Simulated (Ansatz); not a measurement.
**Fields on a plane of Cu3Au (Cu3Au type)**

```
Cu3Au
1.0
    3.78050     0.00000     0.00000
    0.00000     3.78050     0.00000
    0.00000     0.00000     3.78050
Cu Au
3 1
Direct
  0.00000   0.50000   0.50000
  0.50000   0.00000   0.50000
  0.50000   0.50000   0.00000
  0.00000   0.00000   0.00000
```

The slice is a {210} plane (indices of the conventional cell) through the point (0.500, 0.000, 0.500) (fractional), spanned by u = [100] and v = [021] in vectors of this cell: u (3.78 Å) and v (8.45 Å, at 90° to u). It covers one period; positions are fractions (u, v).

Atoms on it: Cu at (0.00, 0.00); Au at (0.50, 0.50). Other atoms lie within 1 Å of the plane.

All values below come from PBE (plane waves to 420 eV, PAW, scalar-relativistic; Ansatz, a first-principles code). k mesh 12×12×12. Inside the PAW spheres the values are not all-electron values, and peaks at nuclei hang on which shells count as valence. Cu3Au is run without spin polarisation. Cu3Au was relaxed with its symmetry unable to fall. Spin-orbit coupling is left out, though Au is heavy.

```
|xx::  ........  ::|
|      ..    ..    |
|....::        ::..|
|  ....        ....|
|    ..        ..  |
|      ..    ..    |
|    ..::::::::..  |
|  ..::--****--::..|
|....--%%xxxx%%--..|
|  ..==@@xxxx@@==..|
|....--%%xxxx%%--..|
|  ..::--****--::..|
|    ..::::::::..  |
|      ..    ..    |
|    ..        ..  |
|  ....        ....|
|....::        ::..|
|      ..    ..    |
|xx::  ........  ::|
|xxxx            xx|
```
Scale: ten equal steps from 0.15 (start of ' ') to 0.55 (end of '@'), in the order ' .:-=+*#%@'. Values: electron localisation function (ELF). The map has 9 points along u (two characters each, u = 0 at the left) and 20 along v (v = 0 in the bottom row). Points within 0.5 Å of a nucleus are blanked (x), as the pseudised field means little there.

| v \ u | 0.00 | 0.11 | 0.22 | 0.33 | 0.44 | 0.56 | 0.67 | 0.78 | 0.89 |
|---|---|---|---|---|---|---|---|---|---|
| 0.90 | -0.1 | -0.4 | -0.6 | -0.7 | -0.6 | -0.6 | -0.7 | -0.6 | -0.4 |
| 0.80 | -0.7 | -0.7 | -0.7 | -0.5 | -0.2 | -0.2 | -0.5 | -0.7 | -0.7 |
| 0.70 | -0.1 | -0.4 | -0.6 | -0.7 | -0.6 | -0.6 | -0.7 | -0.6 | -0.4 |
| 0.60 | -0.7 | -0.7 | -0.5 | -0.2 | 0.2 | 0.2 | -0.2 | -0.5 | -0.7 |
| 0.50 | -0.9 | -0.7 | -0.2 | 0.7 | 1.1 | 1.1 | 0.7 | -0.2 | -0.7 |
| 0.40 | -0.7 | -0.7 | -0.5 | -0.2 | 0.2 | 0.2 | -0.2 | -0.5 | -0.7 |
| 0.30 | -0.1 | -0.4 | -0.6 | -0.7 | -0.6 | -0.6 | -0.7 | -0.6 | -0.4 |
| 0.20 | -0.7 | -0.7 | -0.7 | -0.5 | -0.2 | -0.2 | -0.5 | -0.7 | -0.7 |
| 0.10 | -0.1 | -0.4 | -0.6 | -0.7 | -0.6 | -0.6 | -0.7 | -0.6 | -0.4 |
| 0.00 | 1.8 | 1.2 | -0.1 | -0.7 | -0.9 | -0.9 | -0.7 | -0.1 | 1.2 |

Values: log₁₀ of the valence density in e/Å³. The scale is logarithmic, as a density can span decades between atoms and voids.
